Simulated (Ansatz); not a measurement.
Input file for Ansatz (a quantum-chemistry and plane-wave program):

Ansatz 0.2 input:
```yaml
crystal:
  lattice:
    - [-2.5348329832, 2.535060599, 1.3919752729]
    - [2.5348329832, -2.535060599, 1.3919752729]
    - [2.5348329832, 2.535060599, -1.3919752729]
  atoms:
    - { symbol: Ge, position: [0.6251145794, 0.8751145794, 0.75] }
    - { symbol: Ge, position: [0.3748854206, 0.1248854206, 0.25] }
kpoints:
  mp_grid: { grid: [17, 17, 17] }
hamiltonian:
  xc: lda
  pseudopotentials: { azcp: { folder: ./paw }, kind: paw }
scf:
  occupations: { method: fermi_dirac, width: 0.1 }
phonons:
  method: dfpt
  response_accuracy: low
  eigenvectors: true
  rigid_motions: translations
```

Output (shortened):

```
Pseudopotential: Ge, paw, valence charge 14
Functional definition: SPW92
Crystal: 2 atoms, lattice volume = 35.779 Å³
Basis set: ecut = 420 eV, 721 PW (Γ), exchange–correlation on 60×60×60 points (8 copies of the dense FFT grid, shifted against one another)
Bands: 18, of which v1, the nominal top of the filled ones, is band 14 counted from 1 (13 counted from 0)
Symmetry: 8 space group operations
k-points: 729 of 4913 (irreducible under 4 space group operations, time reversal used)
SCF iter   1: F=—  HF=-8431.109167 eV  |F-HF|=—  |Δ(HF+E_count)|=         —  Δρ=2.01e-2  dr2=8.59e-2  ethr=3.10e-3  ⟨swp⟩=5.1  Hψ=54383  notcnv=0
preconditioner: auto → Kerker (q_TF=auto, 2.619 Å⁻¹)
SCF iter   2: F=—  HF=-8431.104371 eV  |F-HF|=—  |Δ(HF+E_count)|=   4.80e-3  Δρ=1.30e-2  dr2=3.39e-2  ethr=3.07e-4  ⟨swp⟩=2.0  Hψ=21485  notcnv=0
SCF iter   3: F=—  HF=-8431.106463 eV  |F-HF|=—  |Δ(HF+E_count)|=   2.09e-3  Δρ=2.98e-3  dr2=2.22e-3  ethr=1.21e-4  ⟨swp⟩=2.4  Hψ=22456  notcnv=0
SCF iter   4: F=—  HF=-8431.104944 eV  |F-HF|=—  |Δ(HF+E_count)|=   1.52e-3  Δρ=6.67e-4  dr2=1.52e-4  ethr=7.94e-6  ⟨swp⟩=2.0  Hψ=23337  notcnv=0
SCF iter   5: F=—  HF=-8431.104926 eV  |F-HF|=—  |Δ(HF+E_count)|=   1.74e-5  Δρ=1.45e-4  dr2=8.46e-6  ethr=5.42e-7  ⟨swp⟩=2.8  Hψ=23640  notcnv=0
SCF iter   6: F=—  HF=-8431.104925 eV  |F-HF|=—  |Δ(HF+E_count)|=   1.88e-6  Δρ=2.89e-5  dr2=2.94e-7  ethr=3.02e-8  ⟨swp⟩=2.7  Hψ=23771  notcnv=0
SCF iter   7: F=—  HF=-8431.104926 eV  |F-HF|=—  |Δ(HF+E_count)|=   9.83e-7  Δρ=5.19e-6  dr2=6.30e-9  ethr=1.05e-9  ⟨swp⟩=2.0  Hψ=23360  notcnv=0
SCF iter   8: F=—  HF=-8431.104926 eV  |F-HF|=—  |Δ(HF+E_count)|=   1.56e-9  Δρ=1.05e-6  dr2=3.88e-10  ethr=2.25e-11  ⟨swp⟩=2.0  Hψ=20546  notcnv=0
SCF iter  10: F=-8431.104926 eV  HF=-8431.104926 eV  |F-HF|=3.64e-12  |Δ(HF+E_count)|=  5.46e-12  Δρ=2.70e-8  dr2=2.25e-13  ethr=1.00e-12  ⟨swp⟩=4.1  Hψ=46493  notcnv=0
SCF 1 converged in 10 iterations: F = -8431.104926 eV  dr2 = 2.25e-13
DFPT response loops at Γ: preconditioner auto → Kerker (q_TF=auto, 2.619 Å⁻¹) (partly filled bands, converged f_vac=0.000) …
phonon interpolation: 4 periodic images of 2 blocks of the force constants (a block to an ordered pair of atoms and a translation) lie up to 1.18e-4 Å farther …
SCF converged after 10 iterations
Free energy (F): -8431.104926 eV
Harris-Foulkes:  -8431.104926 eV  (|F-HF|=3.64e-12)
Internal energy: -8431.081652 eV  (E = F + TS)
E sigma→0 (E₀):  -8431.093289 eV
Entropy (-TS):   -0.023273 eV (-11.637 meV/atom)
Fermi energy:    11.335016 eV
--- Per-component energies (eV) ---
  E_band       = -220.425838
  E_kinetic    = 187.096356
  E_local      = -3803.123688  (includes V_loc(G=0)·N_el)
  E_nonlocal   = 437.640416
  E_hartree    = 1836.177074
  E_xc         = -144.489948
  E_vxc        = -133.205486  (∫ρ·V_xc dr)
  E_paw        = -3863.802128  (= ΣΔE_a)
  E_vpaw       = -581.187628  (= ΣTr[D̂ρ^β])
  E_aug_tail   = 0.000038  (compensation charges beyond the density's cutoff)
  E_ewald      = -3084.396426
  E_core_change = 3.816653  (= ΣΔE_core)
  E_smearing   = -0.023273  (= −TS)
  E_closure    = 0.000000  (closes the sum)
  Σ components = -8431.104926   (vs F -8431.104926, Δ=0.00e0)
  [band-id]    e_kinetic+e_local+e_nonlocal+2·e_hartree+e_vxc+e_vpaw+e_augmentation_tail = -220.425843   (vs E_band -220.425838, Δ=-5.10e-6)
--- Band table (eV; the first three rows and the last of 729) ---
  k-point 0: bands = ["-13.5238", "-13.4650", "-13.4419", "-13.4300", "-13.3228", "-13.3226", "-13.3151", "-13.3150", "-13.2432", "-13.1693", "-2.2544", "7.4398", "8.9875", "8.9881", "14.7013", "19.2154", "19.2172", "19.4844"]
  k-point 1: bands = ["-13.5218", "-13.4655", "-13.4400", "-13.4314", "-13.3236", "-13.3214", "-13.3144", "-13.3142", "-13.2445", "-13.1715", "-2.2149", "6.9838", "9.0313", "9.3477", "14.9092", "18.6194", "18.9982", "19.6364"]
  k-point 2: bands = ["-13.5158", "-13.4669", "-13.4357", "-13.4340", "-13.3264", "-13.3180", "-13.3126", "-13.3118", "-13.2482", "-13.1779", "-2.0963", "6.1199", "9.1613", "9.9403", "15.5150", "17.7291", "18.4338", "19.5223"]
  k-point 728: bands = ["-13.4736", "-13.4733", "-13.3456", "-13.3387", "-13.3255", "-13.3235", "-13.3193", "-13.3149", "-13.3110", "-13.3097", "2.2444", "2.4040", "5.2910", "5.4535", "17.3875", "17.3959", "22.5734", "22.7404"]
--- Phonons (Γ-DFPT): 3 representative perturbations + reference, on 729 of 4913 k-points (Σ response iterations 8) ---
  ASR residual: 3.110e-4 → 0.000e0 eV/Å²; symmetrization residual: 8.774e-13 eV/Å²
  ASR residual per site (eV/Å²): 3.11e-4 3.11e-4
  Γ frequencies (cm⁻¹): 0.00 0.00 0.00 74.98 180.29 180.37
  non-analytic LO–TO correction: not included (Born effective charges unavailable; polar crystals: no LO–TO splitting at Γ)
```

Cost: roughly 4 core-minutes on shared cores.

Space group I4_1/amd (β-Sn type). This is a known high-pressure phase of the composition, computed here at zero pressure and temperature. The LDA relaxation kept the symmetry of its start; its stability against distortions is not shown here. As this level gives no gap, phonon frequencies hold no LO–TO term and depend on the k-mesh and smearing (Fermi–Dirac, 0.1 eV here). Point labels and valley counts follow the cell and symmetry of the run, lower than the named group. Scalar-relativistic: spin–orbit coupling is off unless named, which matters more the heavier the elements.

Potentials: the earlier of the program's two PAW sets. The files were generated under PBE; for other functionals the program regenerates the frozen cores, and for LDA and PBEsol the local potential too.

Ansatz is a plane-wave DFT program.
